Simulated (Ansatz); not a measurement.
BP in space group P6_422 (No. 181; B on 3c, P on 3d), the program Ansatz at the PBEsol level (PAW), all energies at zero smearing, with the estimated change up to a 700 eV cutoff added, with one set of potentials and settings (totals compare only within such a set). Cell of 6 atoms (3 B, 3 P): -2678.049 eV.

```json
[
 {"element": "B", "reference phase": "R-3m, 12 atoms in the cell", "E (eV/atom)": "-152.6698"},
 {"element": "P", "reference phase": "Cmce, 4 atoms in the cell", "E (eV/atom)": "-740.0371"}
]
```

Formation energy per atom, worked out: (-2678.049 − 3×(-152.6698) − 3×(-740.0371))/6 = 0.012 eV/atom (1 kJ per mol of atoms), at 0 K, without zero-point energy or fitted corrections.

The start of the workflow was typed in or built on a structure type; neither database checked (COD, Materials Project) lists it. It is not the phase usual at ambient conditions (space group No. 216). The PBEsol relaxation kept the symmetry of its start; of distortions, only those at the zone centre were tested. The references are the lowest solids computed at this level, not always the standard phases.

Potentials: the later of the program's two PAW sets.
